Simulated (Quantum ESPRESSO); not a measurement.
**Band energies of Cs2ScAgCl6**

```
Cs2ScAgCl6
1.0
    0.00000     5.30077     5.30077
    5.30077     0.00000     5.30077
    5.30077     5.30077     0.00000
Cl Sc Ag Cs
6 1 1 2
Direct
  0.76305   0.23695   0.23695
  0.23695   0.76305   0.76305
  0.23695   0.76305   0.23695
  0.76305   0.23695   0.76305
  0.23695   0.23695   0.76305
  0.76305   0.76305   0.23695
  0.00000   0.00000   0.00000
  0.50000   0.50000   0.50000
  0.75000   0.75000   0.75000
  0.25000   0.25000   0.25000
```

norm-conserving LDA (Quantum ESPRESSO, 86 Ry, without SOC); path ΓXWKΓLUWLK,UX; energies in eV from the valence-band maximum.

| k (1/Å) | point | band 41 | band 42 | band 43 | band 44 | band 45 | band 46 | band 47 | band 48 |
|---|---|---|---|---|---|---|---|---|---|
| 0.00 | Γ | -0.56 | -0.56 | -0.56 | -0.48 | -0.48 | 3.29 | 3.29 | 3.29 |
| 0.20 |  | -0.65 | -0.65 | -0.56 | -0.48 | -0.25 | 3.28 | 3.32 | 3.32 |
| 0.40 |  | -0.64 | -0.64 | -0.57 | -0.48 | -0.39 | 3.27 | 3.39 | 3.43 |
| 0.59 | X | -0.68 | -0.61 | -0.61 | -0.58 | -0.48 | 3.14 | 3.27 | 3.49 |
| 0.59 | W | -0.68 | -0.68 | -0.62 | -0.61 | -0.18 | 3.36 | 3.36 | 3.44 |
| 0.80 | K | -0.68 | -0.64 | -0.63 | -0.51 | -0.22 | 3.29 | 3.41 | 3.44 |
| 1.01 |  | -0.83 | -0.69 | -0.66 | -0.39 | -0.01 | 3.32 | 3.34 | 3.39 |
| 1.43 | Γ | -0.56 | -0.56 | -0.56 | -0.48 | -0.48 | 3.29 | 3.29 | 3.29 |
| 1.60 |  | -0.63 | -0.63 | -0.60 | -0.30 | -0.30 | 3.28 | 3.31 | 3.31 |
| 1.77 |  | -0.78 | -0.78 | -0.70 | -0.09 | -0.09 | 3.28 | 3.34 | 3.34 |
| 1.94 | L | -0.85 | -0.85 | -0.77 | 0.00 | 0.00 | 3.28 | 3.35 | 3.35 |
| 2.13 |  | -0.77 | -0.72 | -0.69 | -0.22 | -0.07 | 3.31 | 3.37 | 3.40 |
| 2.31 | U | -0.68 | -0.64 | -0.63 | -0.51 | -0.22 | 3.29 | 3.41 | 3.44 |
| 2.31 | W | -0.68 | -0.68 | -0.62 | -0.61 | -0.18 | 3.36 | 3.36 | 3.44 |
| 2.45 |  | -0.71 | -0.70 | -0.63 | -0.44 | -0.13 | 3.34 | 3.35 | 3.46 |
| 2.59 |  | -0.78 | -0.77 | -0.71 | -0.14 | -0.04 | 3.30 | 3.35 | 3.38 |
| 2.73 | L | -0.85 | -0.85 | -0.77 | 0.00 | 0.00 | 3.28 | 3.35 | 3.35 |
| 2.85 |  | -0.80 | -0.76 | -0.72 | -0.10 | -0.03 | 3.30 | 3.35 | 3.37 |
| 2.97 |  | -0.74 | -0.68 | -0.66 | -0.34 | -0.11 | 3.30 | 3.39 | 3.42 |
| 3.09 | K | -0.68 | -0.64 | -0.63 | -0.51 | -0.22 | 3.29 | 3.41 | 3.44 |
| 3.09 | U | -0.68 | -0.64 | -0.63 | -0.51 | -0.22 | 3.29 | 3.41 | 3.44 |
| 3.30 | X | -0.68 | -0.61 | -0.61 | -0.58 | -0.48 | 3.14 | 3.27 | 3.49 |

The LDA gap is indirect, 3.14 eV, from L to X; the smallest direct gap is 3.28 eV. Another valence extremum on the path lies within 0.02 eV, too close to call.

Spin-orbit splittings are left out.

Geometry of the Materials Project entry, not relaxed at this level.

The structure is a Materials Project entry; no match was found in the copy of COD used, and its stability was not checked.
